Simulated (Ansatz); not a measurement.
Theory: DFT PBE, scalar-relativistic, plane waves, PAW (Ansatz). All cells share a 420 eV cutoff and Γ-centred k meshes spaced about 0.3 Å⁻¹ or finer (0.25 for metals, 2π included). No spin polarisation.

All energies are static (0 K, no zero-point motion).

Two forms of Ca2Sn2N were relaxed alike.

A.

```
Ca Sn N
1.0
     3.54816    0.00000    0.00000
    -1.77408    3.07280    0.00000
     0.00000    0.00000   21.91603
Ca Sn N
4 4 2
Direct
  0.66667 0.33333 0.94268
  0.33333 0.66667 0.05732
  0.66667 0.33333 0.55732
  0.33333 0.66667 0.44268
  0.33333 0.66667 0.68441
  0.33333 0.66667 0.81559
  0.66667 0.33333 0.18441
  0.66667 0.33333 0.31559
  0.00000 0.00000 0.00000
  0.00000 0.00000 0.50000
```

B.

```
Ca Sn N
1.0
     3.38687    0.00000    0.00000
     0.00000    6.70336    0.00000
     0.00000    0.00000    5.16119
Ca Sn N
2 2 1
Direct
  0.00000 0.76134 0.95990
  0.00000 0.23866 0.95990
  0.50000 0.00000 0.47303
  0.50000 0.50000 0.45115
  0.50000 0.00000 0.88705
```

Question: Which is lower in energy, and by how much?

Answer: A is lower, by 7 meV/atom. A has space group P6_3/mmc (No. 194), 23.9 Å³/atom and no gap on its mesh; B has space group Pmm2 (No. 25), 23.4 Å³/atom and no gap. Counting Ca or Sn atoms around N (for each partner element, those within 1.25 times its shortest distance or 1.15 times the sum of covalent radii, where it is the nearest in units of that sum or under 1.3), A has N 6 and B has N 5. Both come from trial cells of a structure search.

For metals, differences of a few meV/atom aren't resolved. A has imaginary phonons (to 36i cm⁻¹ on its k mesh, which matters in a metal), so it may be a saddle point. A kick in its own cell came back all the same. With atoms moved at random, B came back.
